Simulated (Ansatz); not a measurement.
LaMgGa:
```xyz
9
Lattice="7.5866 0.0000 0.0000 -3.7933 6.5702 0.0000 0.0000 0.0000 4.6265" Properties=species:S:1:pos:R:3 pbc="T T T"
La    -2.1879     3.7896     0.0000
La     4.3759     0.0000     0.0000
La     1.6054     2.7806     0.0000
Mg    -0.9140     1.5831     2.3133
Mg     1.8280     0.0000     2.3133
Mg     2.8793     4.9871     2.3133
Ga     0.0000     4.3801     2.3133
Ga     3.7933     2.1901     2.3133
Ga     0.0000     0.0000     0.0000
```

Relaxed with r²SCAN. Special points in fractions of this cell's reciprocal vectors: Γ (0.000, 0.000, 0.000); M (0.500, 0.000, 0.000); K (0.333, 0.333, 0.000); A (0.000, 0.000, 0.500); L (0.500, 0.000, 0.500); H (0.333, 0.333, 0.500).

Question: List the band energies nearest the Fermi level at these points for DFT-r²SCAN in the program Ansatz with PAW potentials.

Answer: In eV from the Fermi level; about four levels below and three above (degenerate sets whole), none deeper than 8.9 eV; points with the same levels are listed once.

| k | below | above |
|---|---|---|
| Γ | -2.39 -2.39 -1.22 -0.66 -0.53 | 0.04 0.04 0.56 0.56 |
| M | -0.83 -0.63 -0.39 -0.30 | 0.06 0.11 0.52 |
| K | -0.61 -0.61 -0.57 -0.57 -0.24 | 0.18 0.18 0.21 |
| A | -0.95 -0.95 -0.77 -0.77 | 0.26 0.51 0.51 |
| L | -1.38 -1.35 -0.87 -0.67 | 0.41 0.69 0.81 |
| H | -1.28 -1.04 -1.04 -0.59 | 0.61 0.61 1.12 |

Space group P-62m. The first step of the workflow began from a Materials Project structure, measured or hypothetical; the Crystallography Open Database files this formula in space group No. 189, but the cells were not matched. Whether it is the stable phase at ambient conditions was not checked. Symmetry was held in the r²SCAN relaxation; whether a distortion lowers the energy is not shown. Spin–orbit coupling is left out wherever it is not named.

Potentials: the later of the program's two PAW sets.
